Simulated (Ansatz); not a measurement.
Problem. Name crystals whose computed values (the program Ansatz at the PBEsol level (PAW)) fall in these windows: G_Hill (GPa) 24 to 34; B₀ by P(V) fit (GPa) 110 to 150.

Solution. 

```json
[
 {"crystal": "BiAu2, cubic Laves (MgCu2 type)", "G_Hill (GPa)": "29.2", "B₀ by P(V) fit (GPa)": "123"},
 {"crystal": "ZnAu, CsCl type", "G_Hill (GPa)": "25.3", "B₀ by P(V) fit (GPa)": "143"},
 {"crystal": "LiAu3, Cu3Au type", "G_Hill (GPa)": "31.3", "B₀ by P(V) fit (GPa)": "127"},
 {"crystal": "BiPt, NiAs type", "G_Hill (GPa)": "33.1", "B₀ by P(V) fit (GPa)": "122"},
 {"crystal": "NiSe, NiAs type", "G_Hill (GPa)": "31.2", "B₀ by P(V) fit (GPa)": "138"}
]
```
Others may fit too.

Standing as an ambient phase not checked: BiAu2, cubic Laves (MgCu2 type); LiAu3, Cu3Au type; BiPt, NiAs type; NiSe, NiAs type. Began spin-polarised and lost the moments: NiSe, NiAs type. All cells were relaxed under the symmetry of their starts (and spin orders); stability against distortions was not tested throughout. Rows with no word on spin ran without spin polarisation. Spin–orbit coupling is left out wherever it is not named.

Potentials: the later of the program's two PAW sets.
